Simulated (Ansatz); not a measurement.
ScOF in space group P4/nmm (No. 129; Sc on 2c, O on 2b, F on 2a), r²SCAN in the plane-wave PAW code Ansatz. The conduction-band minimum lies at Γ, with 1 equivalent valley. Second derivatives d²E/dk² of the lowest band at one valley (eV·Å²), along Cartesian directions:

```json
[
 {"direction": "[100]", "d²E/dk²": "6.229"},
 {"direction": "[010]", "d²E/dk²": "6.229"},
 {"direction": "[001]", "d²E/dk²": "1.481"},
 {"direction": "[110]", "d²E/dk²": "6.228"},
 {"direction": "[101]", "d²E/dk²": "3.856"},
 {"direction": "[011]", "d²E/dk²": "3.856"}
]
```

Problem. Find the principal effective masses, the density-of-states mass and the conductivity mass.

Solution. Off-diagonal terms follow from H_xy = H[110] − (H_xx + H_yy)/2, and m*/mₑ = 7.620 eV·Å² over each eigenvalue: 1.2, 1.2, 5.1. One valley's DOS mass (m₁m₂m₃)^(1/3) = 2.0, conductivity mass 3/(Σ 1/mᵢ) = 1.6 mₑ.

Problem. What effective density of states Nc follows at 300 K for parabolic valleys?

Solution. Nc = 2.509e19 × 1 × (2.0)^(3/2) ≈ 7.1e19 cm⁻³.

Problem. With the computed static dielectric constant 50.1 (mean of the diagonal), estimate a hydrogenic donor's binding energy and radius.

Solution. E = 13.606 eV × 1.6/50.1² ≈ 8.7 meV; a = 0.529 Å × ε/m* ≈ 17 Å. Semilocal masses tend to be too small when the gap is underestimated.

The workflow started from a Materials Project entry (that database holds measured and hypothetical structures alike); the Crystallography Open Database copy checked does not list it. Whether it is the stable phase at ambient conditions was not checked. The r²SCAN relaxation kept the symmetry of its start; its stability against distortions is not shown here. The run is not spin-polarised.

Potentials: the later of the program's two PAW sets.
